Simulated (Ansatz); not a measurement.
## SnSe2: axial (c/a) deformation path

The calculation used DFT r2SCAN, scalar-relativistic, plane waves, PAW in Ansatz 0.2.0. The runs took a 500 eV cutoff, a Γ-centred 12×12×6 mesh and Gaussian smearing (0.05 eV). No spin polarisation. Energies are free energies at this smearing, counted from the undisturbed cell; pressure is positive in compression.

The undisturbed cell (relaxed at this level):

```
Sn Se
1.0
     3.84057    0.00000    0.00000
    -1.92028    3.32603    0.00000
     0.00000    0.00000    6.52330
Sn Se
1 2
Direct
  0.00000 0.00000 0.00000
  0.33333 0.66667 0.24127
  0.66667 0.33333 0.75873
```

The cell holds layers and no dispersion correction was added, so their binding is poorly described.

At fixed volume and fractional coordinates, lengths along (0.000, 0.000, 1.000) are scaled against those across it; ρ is that ratio over its starting value.

| ρ | ΔE (meV/atom) |
| --- | --- |
| 0.800 | 134.6 |
| 0.850 | 79.6 |
| 0.920 | 23.8 |
| 0.960 | 6.1 |
| 1.000 | 0.0 |
| 1.050 | 9.7 |
| 1.100 | 39.3 |
| 1.200 | 157.5 |
| 1.300 | 340.3 |

Predict the gap on the mesh (eV) at each point.

```
    ρ  gap on the mesh (eV)
0.800                  0.04
0.850                  0.00
0.920                  0.81
0.960                  1.04
1.000                  1.02
1.050                  0.80
1.100                  0.54
1.200                  0.00
1.300                  0.00
```
Where the gap reads zero the k-mesh, chosen for the insulator, is on the coarse side.

Cost: 9 runs of about 4.3 core-minutes in all, on Arm Neoverse V2 (shared hosts).